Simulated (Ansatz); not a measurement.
La$_{2}$TaReN$_{6}$:
```xyz
10
Lattice="0.0000 4.0074 4.0074 4.0074 0.0000 4.0074 4.0074 4.0074 0.0000" Properties=species:S:1:pos:R:3 pbc="T T T"
La     2.0037     2.0037     2.0037
La     6.0112     6.0112     6.0112
Ta     4.0074     4.0074     4.0074
Re     0.0000     0.0000     0.0000
N      4.0074     4.0074     6.0536
N      4.0074     4.0074     1.9613
N      6.0536     4.0074     4.0074
N      1.9613     4.0074     4.0074
N      4.0074     6.0536     4.0074
N      4.0074     1.9613     4.0074
```

Relaxed with r²SCAN.

Question: Map the electron localisation function on the plane through (0.250, 0.250, 0.250) spanned by u = [1, 0, 0] and v = [-1, 1, 1] in lattice vectors, from r²SCAN (plane waves, PAW; program Ansatz).

Answer: x is the fraction of u, y of v (the angle between them is 90°; rows are the nearest grid lines); atoms in the plane: La at (0.00, 0.00), La at (0.00, 0.50), Ta at (0.50, 0.25), Re at (0.50, 0.75), N at (0.50, 0.51), N at (0.50, 0.99).
```
|  =%@@=.:*@@#: :#@@#:.=@@%=  |
|=+%@@#: :+%@@###@@%+: :#@@%+=|
|%@@@@+. .=#%@@@@@%#=. .+@@@@%|
|@@%*:   .::-------::.   :*%@@|
|..    ....:=*#%#*=:....    ..|
|     ....:=%%*+*%%=:....     |
|     ....:+%%+:+%%+:....     |
|      ....-*%%%%%*-....      |
|*+-.   ....:-===-:....   .-+*|
|@@@@*:  .-+*#%%%#*+-.  :*@@@@|
|%@@@@+. .=#%@@@@@%#=. .+@@@@%|
| .+@@%=.:*@@#-.-#@@*:.=%@@+. |
| .+@@%=.:*@@%+-+%@@*:.=%@@+. |
|%@@@%+. .=#%@@@@@%#=. .+%@@@%|
|@@@@*:  .:=+*****+=:.  :*@@@@|
|*+-.   .. ..-+++-.. ..   .-+*|
|     .....=%%#*#%%=.....     |
|    ......*%*. .*%*......    |
|    ......+%#-.-#%+......    |
|..    ... .+#%%%#+. ...    ..|
|@@%*:.  ....:::::....  .:*%@@|
|%@@@%+. .=#%@@@@@%#=. .+%@@@%|
|=+%@@#-.:*%@@@%@@@%*:.-#@@%+=|
|  =%@@=.:*@@#: :#@@#:.=@@%=  |
```
Scale: ten equal steps from 0.002 (start of ' ') to 0.857 (end of '@'), in the order ' .:-=+*#%@'; x runs from 0.000 to 1.00, y from 0.000 (bottom) to 1.00 (top).

The density is the valence pseudo-density with augmentation charge, so density and ELF within about 1 Å of a nucleus are not all-electron values.

Space group Fm-3m. The start of the workflow was typed in or built on a structure type; neither database checked (COD, Materials Project) lists it. Whether it is the stable phase at ambient conditions was not checked. The cell was relaxed with r²SCAN under the symmetry of its start; its stability against distortions is not shown here. The workflow began spin-polarised and lost its moments. Scalar-relativistic: spin–orbit coupling is off unless named, which matters more the heavier the elements.

Potentials: the later of the program's two PAW sets.
